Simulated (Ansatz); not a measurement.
A relaxed cell of WC (Fm-3m (No. 225)), relaxed on a k-mesh at least as fine as the one used below. The numbers are results of r2SCAN (plane waves to 500 eV, PAW, scalar-relativistic; Ansatz, a first-principles code), not measurements. Γ-centred k-mesh 13×13×13 on the run's cell (coarser than for final values), Fermi–Dirac smearing 0.05 eV.

```
WC
1.0
    0.00000     4.36533     4.36533
    2.18266     2.18266     4.36533
    2.18266     2.18266     0.00000
C W
2 2
Direct
  0.00000   0.00000   0.00000
  0.50000   0.00000   0.00000
  0.00000   0.50000   0.50000
  0.50000   0.50000   0.50000
```

The atoms are displaced along an unstable phonon of this cell by (Å):

```
atom     ux     uy      uz
----  -----  -----  ------
C1    0.000  0.000  -0.150
C2    0.000  0.000   0.150
W3    0.000  0.000  -0.137
W4    0.000  0.000   0.137
```

Task: What forces (eV/Å) and pressure result?

Result: 
```csv
atom,Fx,Fy,Fz
C1,0.00,0.00,0.61
C2,0.00,0.00,-0.61
W3,0.00,0.00,0.25
W4,0.00,0.00,-0.25
```

Pressure -0.2 GPa.

The undisplaced cell is probably no minimum: from this displacement the run went on to P4/nmm (No. 129), 0.04 eV/atom below it.

No spin polarisation in the result.

The first start was generated by placing the elements on the sites of a structure type. Materials Project lists a structure of WC in the same space group, Fm-3m (No. 225); the sites were not compared with it, nor with measured phases. Known forms of WC include space group No. 187.
